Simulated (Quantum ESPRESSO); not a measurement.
YHSe (space group P-6m2, No. 187) has an indirect gap of 1.36 eV with PBEsol (Quantum ESPRESSO, PseudoDojo norm-conserving, 86 Ry, without SOC). After a biaxial strain (along x and y, z relaxed, atoms relaxed) the gap is indirect, 1.08 eV.

### Question
Which strain was applied?
A) +2 %
B) -1 %
C) -2 %
D) +1 %

### Answer
A, +2 %. Gaps found: -2 %: 1.68 eV (indirect); -1 %: 1.51 eV (indirect); 0 %: 1.36 eV (indirect); 1 %: 1.22 eV (indirect); 2 %: 1.08 eV (indirect).

The structure is a Materials Project entry; no match was found in the copy of COD used, and its stability was not checked.
